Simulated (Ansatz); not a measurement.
Data:

YGa:
```cif
data_Ga2Y2
_chemical_formula_sum 'Y2 Ga2'
_space_group_name_H-M_alt 'P 1'
_space_group_IT_number 1
_cell_length_a 5.83959
_cell_length_b 5.83959
_cell_length_c 4.06583
_cell_angle_alpha 90.000
_cell_angle_beta 90.000
_cell_angle_gamma 136.387
loop_
_space_group_symop_operation_xyz
  'x, y, z'
loop_
_atom_site_label
_atom_site_type_symbol
_atom_site_fract_x
_atom_site_fract_y
_atom_site_fract_z
_atom_site_occupancy
Y1 Y 0.86147 0.13853 0.25000 1
Y2 Y 0.13853 0.86147 0.75000 1
Ga1 Ga 0.57484 0.42516 0.25000 1
Ga2 Ga 0.42516 0.57484 0.75000 1
```

This is the r²SCAN-relaxed structure.

All from DFT-r²SCAN in the program Ansatz with PAW potentials, unless another level is named. Estimate the formation energy from the elements (no fitted shifts).

-0.78 eV/atom.

Next, the density of states at the Fermi level?

0.90 states/eV per atom (mean over ±0.08 eV).

Space group Cmcm. The first step of the workflow began from a Materials Project structure, measured or hypothetical; the Crystallography Open Database files this formula in space group No. 63, but the cells were not matched. Whether it is the stable phase at ambient conditions was not checked. The cell was relaxed with r²SCAN under the symmetry of its start; whether a distortion lowers the energy is not shown. The run is not spin-polarised. The references are the lowest solids computed at this level, not always the standard phases. Spin–orbit coupling is left out wherever it is not named.

Potentials: the later of the program's two PAW sets.
